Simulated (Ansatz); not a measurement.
**GdOs3 in the AuCu3-type structure**

Level of theory: DFT, PBE, scalar-relativistic, collinear spin; plane waves to 420 eV with PAW datasets (Ansatz 0.2.0), Γ-centred 8×8×8 mesh, 0.05 eV Gaussian smearing. The datasets are Ansatz's generated set soft_2.

```
CELL_PARAMETERS angstrom
4.06548 0.00000 0.00000
0.00000 4.06548 0.00000
0.00000 0.00000 4.06548
ATOMIC_POSITIONS crystal
Gd 0.00000 0.00000 0.00000
Os 0.00000 0.50000 0.50000
Os 0.50000 0.50000 0.00000
Os 0.50000 0.00000 0.50000
```

The cell came from substitution into a structure type; no database entry of this phase was matched, which doesn't show that none exists.

Magnetic state: ferromagnetic, site spin moments Gd 6.80; Os -0.31 μB.

Cell and atoms are those of this level's equilibrium.

The cell has space group Pm-3m (read at 0.01 Å). In it the stress is -0.03, -0.03, -0.03, 0.00, 0.00, 0.00 GPa and the largest force component 0.000 eV/Å. Each change below starts from this cell, without further relaxation. Stress is in GPa, positive in compression, in the order xx, yy, zz, yz, xz, xy; energies are counted from the cell above and are free energies with the smearing's entropy, which match forces and stress in a metal.

**Question.** What happens when atom 3 (Os) is moved by 0.12 Å along y?

**Answer.** The energy changes by 53.6 meV per cell, and the force on it along the shift is -0.892 eV/Å (−F/u = 7.44 eV/Å²). Stress: 1.10, 0.40, 0.30, 0.00, 0.00, 0.00.
```tsv
atom	Fx (eV/Å)	Fy	Fz
Gd1	0.000	0.971	0.000
Os2	0.000	-0.227	0.000
Os3	0.000	-0.892	0.000
Os4	0.000	0.148	0.000
```
In a harmonic crystal the energy would rise by −½F·u = ½ × 7.44 × 0.12² eV = 53.5 meV, which matches.

**Question.** What happens when atom 1 (Gd) is moved by 0.02 Å along y?

**Answer.** The energy changes by 2.9 meV per cell, and the force on it along the shift is -0.291 eV/Å (−F/u = 14.56 eV/Å²). Stress: -0.01, -0.02, -0.01, 0.00, 0.00, 0.00.
```
atom  Fx (eV/Å)      Fy     Fz
 Gd1      0.000  -0.291  0.000
 Os2      0.000   0.164  0.000
 Os3      0.000   0.164  0.000
 Os4      0.000  -0.037  0.000
```
In a harmonic crystal the energy would rise by −½F·u = ½ × 14.56 × 0.02² eV = 2.9 meV, which matches.

**Question.** A single strain component, atoms carried along, gave the stress 1.92, 2.74, 1.92, 0.00, 0.00, 0.00. Which component, and about how large?

**Answer.** An engineering strain of -1 % in yy; the energy changes by 5.5 meV per cell.

**Question.** A single strain component, atoms carried along, gave the stress 0.00, 0.00, -0.03, 0.00, 0.00, -0.89. Which component, and about how large?

**Answer.** An engineering strain of 1 % in xy; the energy changes by 1.8 meV per cell.

**Question.** All atoms and the cell are disturbed at random:
```xyz
4
Lattice="4.0635 0.0086 0.0338 0.0086 4.0647 -0.0090 0.0338 -0.0090 4.0515" Properties=species:S:1:pos:R:3 pbc="T T T"
Gd   -0.0975   -0.1344    0.2203
Os    0.1781    1.9343    2.0735
Os    2.0604    2.0665   -0.1015
Os    1.9649    0.1979    1.8840
```
Give the energy change, the stress and the forces.

**Answer.** 725.2 meV per cell; stress 12.21, 8.71, 8.47, 3.67, 0.44, -3.40 GPa. Spin moments: Gd 6.77; Os -0.17, -0.16, -0.14 μB.
```
atom  Fx (eV/Å)      Fy      Fz
 Gd1      0.803   0.745  -3.575
 Os2     -0.625   0.465   1.377
 Os3     -0.434  -0.758  -0.129
 Os4      0.256  -0.452   2.328
```

**Question.** All atoms and the cell are disturbed at random:
```
CELL_PARAMETERS angstrom
4.03202 0.03739 -0.01357
0.03739 4.09592 0.03345
-0.01357 0.03345 4.11627
ATOMIC_POSITIONS crystal
Gd 0.00444 0.00881 0.99769
Os 0.98928 0.50324 0.48883
Os 0.50077 0.49752 0.01070
Os 0.50551 0.99043 0.50278
```
Give the energy change, the stress and the forces.

**Answer.** 33.7 meV per cell; stress -0.68, -2.00, -2.62, -1.20, 0.78, -1.69 GPa.
| atom | Fx (eV/Å) | Fy | Fz |
| --- | --- | --- | --- |
| Gd1 | 0.033 | -0.391 | -0.207 |
| Os2 | 0.036 | 0.148 | 0.241 |
| Os3 | -0.009 | 0.292 | -0.018 |
| Os4 | -0.060 | -0.049 | -0.016 |

Without a U the 4f levels of Gd lie too near the Fermi level, so their share of the states there, and what hangs on it, is overstated. Scalar-relativistic only: spin–orbit splittings of the heavy atoms' levels are missing. The run wasn't fully tested for a lower electronic state. Site moments are of spin, integrated over atomic spheres. The moments were started parallel, and the real magnetic order may be another.
